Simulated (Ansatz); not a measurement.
NbAl$_{3}$:
```cif
data_Al6Nb2
_chemical_formula_sum 'Al6 Nb2'
_space_group_name_H-M_alt 'I4/mmm'
_space_group_IT_number 139
_space_group_name_Hall '-I 4 2'
_cell_length_a 3.82367
_cell_length_b 3.82367
_cell_length_c 8.56846
_cell_angle_alpha 90.000
_cell_angle_beta 90.000
_cell_angle_gamma 90.000
loop_
_atom_site_label
_atom_site_type_symbol
_atom_site_symmetry_multiplicity
_atom_site_Wyckoff_symbol
_atom_site_fract_x
_atom_site_fract_y
_atom_site_fract_z
_atom_site_occupancy
Al1 Al 2 b 0.00000 0.00000 0.50000 1
Al2 Al 4 d 0.00000 0.50000 0.25000 1
Nb1 Nb 2 a 0.00000 0.00000 0.00000 1
```
(The calculation used a cell of 4 atoms; values per cell refer to that cell.)

This is the PBEsol-relaxed structure.

All from PBEsol in the plane-wave PAW code Ansatz, unless another level is named. Estimate the density of states at the Fermi level.

0.14 states/eV per atom (mean over ±0.08 eV).

And the formation energy from the elements (no fitted shifts)?

-0.42 eV/atom.

What about the gap with spin–orbit coupling?

none (metallic).

The first step of the workflow began from a Materials Project structure, measured or hypothetical; the Crystallography Open Database copy checked does not list it. With Al and Nb taken as one species the cell has the higher symmetry I4/mmm, so it may be an ordered model of a mixed-site phase. Its standing as an ambient phase is unchecked. The PBEsol relaxation kept the symmetry of its start; of distortions, only those at the zone centre were tested. No spin polarisation was allowed. The references are the lowest solids computed at this level, not always the standard phases. Scalar-relativistic: spin–orbit coupling is off unless named, which matters more the heavier the elements.

Potentials: the later of the program's two PAW sets.
